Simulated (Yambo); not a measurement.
Absorption of CsO$_{2}$H$_{3}$ (space group Amm2, No. 38) with and without the electron-hole interaction (Yambo, LDA bands; 6×8×8 mesh, 4 valence and 5 conduction bands, static screening with 40 bands and a 3 Ry block, scissor 2.63 eV, Tamm-Dancoff; field along x). Axes are Cartesian, with cell vectors (Å) (4.25, 0.00, 0.00), (0.00, 2.21, 4.02), (0.00, -2.21, 4.02).

```csv
E (eV),"Im ε, BSE","Im ε, independent quasiparticles"
5.00,0.08,0.02
5.10,0.09,0.02
5.20,0.11,0.02
5.30,0.12,0.02
5.40,0.14,0.02
5.50,0.18,0.02
5.60,0.23,0.03
5.70,0.31,0.03
5.80,0.48,0.03
5.90,0.81,0.03
6.00,1.03,0.03
6.10,0.79,0.04
6.20,0.63,0.04
6.30,0.67,0.04
6.40,0.82,0.05
6.50,0.88,0.05
6.60,1.02,0.06
6.70,1.37,0.07
6.80,2.08,0.08
6.90,3.41,0.09
7.00,5.10,0.12
7.10,6.75,0.16
7.20,6.72,0.16
7.30,4.96,0.15
7.40,3.26,0.16
7.50,2.38,0.19
7.60,2.27,0.24
7.70,2.52,0.28
7.80,2.29,0.32
7.90,2.04,0.40
8.00,2.11,0.53
8.10,2.28,0.69
8.20,1.99,0.81
8.30,1.84,0.97
8.40,1.58,1.19
8.50,1.53,1.23
8.60,1.43,1.28
8.70,1.34,1.55
8.80,1.06,1.78
8.90,0.88,1.97
9.00,0.81,2.09
9.10,0.76,1.99
9.20,0.76,1.96
9.30,0.63,2.22
9.40,0.60,2.69
9.50,0.57,2.99
9.60,0.52,3.20
9.70,0.57,3.37
9.80,0.56,3.43
9.90,0.59,3.16
10.00,0.62,2.77
10.10,0.57,2.71
10.20,0.61,2.88
10.30,0.57,2.79
10.40,0.58,2.56
10.50,0.51,2.44
10.60,0.41,2.30
10.70,0.41,2.13
10.80,0.39,1.98
10.90,0.38,1.87
```

The scissor comes from a G0W0 run whose convergence isn't established. Broadening 0.15 eV. The band window holds all transitions up to 11.0 eV. Fine structure above the onset can come from the mesh.

Geometry of the Materials Project entry, not relaxed at this level; primitive cell a = 4.2502 Å, b = 4.5918 Å, c = 4.5918 Å, α = 57.61°, β = 90.00°, γ = 90.00°.

The structure is a Materials Project entry; no match was found in the copy of COD used, and its stability was not checked.
